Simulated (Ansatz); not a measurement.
TiC:
```
TiC
1.0
    3.60519     0.00000     0.00000
   -1.80260     3.12219     0.00000
    0.00000     0.00000     4.28581
Ti C
2 2
Direct
  0.33333   0.66667   0.25000
  0.66667   0.33333   0.75000
  0.33333   0.66667   0.75000
  0.66667   0.33333   0.25000
```

Relaxed with r²SCAN.

Map the electron localisation function on the plane through (0.333, 0.667, 0.250) spanned by u = [1, 1, 0] and v = [1, -1, 0] in lattice vectors, from r²SCAN (plane waves, PAW; program Ansatz).

x is the fraction of u, y of v (the angle between them is 90°; rows are the nearest grid lines); atoms in the plane: Ti at (0.00, 0.00), Ti at (0.50, 0.50), C at (0.00, 0.33), C at (0.50, 0.83).
```
|6798413789873148976|
|7897325999995237987|
|9863279986899723689|
|6522499731379942256|
|1112799600069972111|
|0026899865689986200|
|0136899999999986310|
|0125788999998875210|
|0000111222221110000|
|1100002466642000011|
|3210026898986200123|
|8852159986899512588|
|9984148976798414899|
|8999524899984259998|
|4589832478742389854|
|0169962123212699610|
|2479986200026899742|
|8899986300036899988|
|9999985210125899999|
|3322221000001222233|
|4321000000000001234|
|8874100012100014788|
|7899511477741159987|
|6798413789873148976|
```
Scale: ten equal steps from 0.010 (start of '0') to 0.804 (end of '9'), in the order '0123456789'; x runs from 0.000 to 1.00, y from 0.000 (bottom) to 1.00 (top).

The density is the valence pseudo-density with augmentation charge, so density and ELF within about 1 Å of a nucleus are not all-electron values.

Space group P6_3/mmc. The start of the workflow was typed in or built on a structure type; neither database checked (COD, Materials Project) lists it. It is not the phase usual at ambient conditions (space group No. 225). The r²SCAN relaxation kept the symmetry of its start; its stability against distortions is not shown here. No spin polarisation was allowed. The volume moved by -16 % from the start of the relaxation.

Potentials: the earlier of the program's two PAW sets.
